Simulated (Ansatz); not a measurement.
A distorted cell of CoSn (CoSn type, space group P6/mmm):

```yaml
crystal:
  lattice:
    - [5.29399, 0.00000, 0.00000]
    - [-2.64700, 4.58473, 0.00000]
    - [0.00000, 0.00000, 4.23543]
  atoms:
    - { symbol: Co, position: [0.43153, 0.94988, 0.92327] }
    - { symbol: Co, position: [0.50000, 0.50000, 0.00000] }
    - { symbol: Co, position: [0.00000, 0.50000, 0.00000] }
    - { symbol: Sn, position: [0.00000, 0.00000, 0.00000] }
    - { symbol: Sn, position: [0.33333, 0.66667, 0.50000] }
    - { symbol: Sn, position: [0.66667, 0.33333, 0.50000] }
```

Level of theory: PBE (plane waves to 420 eV, PAW, scalar-relativistic; Ansatz, a quantum-chemistry and plane-wave program). k mesh 8×8×9 (Γ-centred), Fermi-Dirac smearing 0.05 eV. E stands for the smeared free energy. Stress and pressure are positive under compression. With partly filled bands, energies and forces of such displacements shift with the k mesh and the smearing. CoSn is run without spin polarisation. CoSn was relaxed with its symmetry unable to fall.

Predict the force on every atom, in eV/Å.


```tsv
atom	Fx	Fy	Fz
Co1	1.252	3.038	3.210
Co2	0.058	-0.037	0.218
Co3	-0.480	-1.256	0.270
Sn4	-1.101	0.053	-0.106
Sn5	0.363	-1.762	-2.990
Sn6	-0.092	-0.036	-0.603
```

What is the stress tensor (GPa)?


```
    2.4     -0.3     -1.5
   -0.3      5.4      4.1
   -1.5      4.1      7.2
```
The pressure, a third of the trace, is 5.0 GPa.

In it atom 1 sits (-0.230, -0.230, -0.325) Å away from its relaxed site. What is its energy relative to the relaxed cell?

877 meV/cell.

(For displaced atoms, the force is minus the slope of the energy, and its curvature is a force constant, which sets phonon frequencies.)
